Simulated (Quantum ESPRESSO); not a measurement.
pw.x input (Quantum ESPRESSO 7.5; LDA, PseudoDojo standard norm-conserving files, scalar-relativistic):

```
&CONTROL
  calculation = 'scf'
  pseudo_dir = './pseudo'
  outdir = './out'
  tprnfor = .true.
  tstress = .true.
/
&SYSTEM
  ibrav = 0
  nat = 10
  ntyp = 4
  ecutwfc = 84.0
  ecutrho = 336.0
  occupations = 'smearing'
  smearing = 'fd'
  degauss = 0.002
  nbnd = 48
/
&ELECTRONS
  conv_thr = 1e-09
/
ATOMIC_SPECIES
O 15.9990 O.upf
Sc 44.9559 Sc.upf
Nb 92.9064 Nb.upf
Ba 137.3270 Ba.upf
CELL_PARAMETERS angstrom
  0.000000000000   4.144170000000   4.144170000000
  4.144170000000   0.000000000000   4.144170000000
  4.144170000000   4.144170000000   0.000000000000
ATOMIC_POSITIONS crystal
O   0.756180000000   0.243820000000   0.243820000000
O   0.243820000000   0.756180000000   0.756180000000
O   0.243820000000   0.756180000000   0.243820000000
O   0.756180000000   0.243820000000   0.756180000000
O   0.243820000000   0.243820000000   0.756180000000
O   0.756180000000   0.756180000000   0.243820000000
Sc   0.500000000000   0.500000000000   0.500000000000
Nb   0.000000000000   0.000000000000   0.000000000000
Ba   0.250000000000   0.250000000000   0.250000000000
Ba   0.750000000000   0.750000000000   0.750000000000
K_POINTS automatic
6 6 6 0 0 0
```

End of the output:

```
     total energy              =    -533.25762087 Ry
     estimated scf accuracy    <       0.00000135 Ry
     total energy              =    -533.25762112 Ry
     estimated scf accuracy    <       0.00000001 Ry
     total energy              =    -533.25762113 Ry
     estimated scf accuracy    <          5.3E-09 Ry
[...]
     the Fermi energy is    10.7471 ev
!    total energy              =    -533.25762113 Ry
     estimated scf accuracy    <          3.9E-10 Ry
     smearing contrib. (-TS)   =       0.00000000 Ry
     internal energy E=F+TS    =    -533.25762113 Ry
     The total energy is F=E-TS. E is the sum of the following terms:
     one-electron contribution =    -123.99965271 Ry
     hartree contribution      =     108.49101844 Ry
     xc contribution           =    -117.99170413 Ry
     ewald contribution        =    -399.75728272 Ry
     convergence has been achieved in  13 iterations
     Forces acting on atoms (cartesian axes, Ry/au):
     atom    1 type  1   force =    -0.01557106    0.00000000    0.00000000
     atom    2 type  1   force =     0.01557106    0.00000000    0.00000000
     atom    3 type  1   force =     0.00000000   -0.01557106    0.00000000
     atom    4 type  1   force =     0.00000000    0.01557106    0.00000000
     atom    5 type  1   force =     0.00000000    0.00000000   -0.01557106
     atom    6 type  1   force =    -0.00000000    0.00000000    0.01557106
     atom    7 type  2   force =     0.00000000    0.00000000    0.00000000
     atom    8 type  3   force =     0.00000000    0.00000000    0.00000000
     atom    9 type  4   force =     0.00000000    0.00000000   -0.00000000
     atom   10 type  4   force =    -0.00000000    0.00000000    0.00000000
     Total force =     0.038141     Total SCF correction =     0.000025
     Computing stress (Cartesian axis) and pressure
          total   stress  (Ry/bohr**3)                   (kbar)     P=     -102.80
  -0.00069882   0.00000000   0.00000000         -102.80        0.00        0.00
   0.00000000  -0.00069882  -0.00000000            0.00     -102.80       -0.00
  -0.00000000   0.00000000  -0.00069882           -0.00        0.00     -102.80
```
In a gapped system the printed Fermi energy is only some level inside the gap.

Spin-orbit coupling is not included.

Geometry of the Materials Project entry, not relaxed at this level.
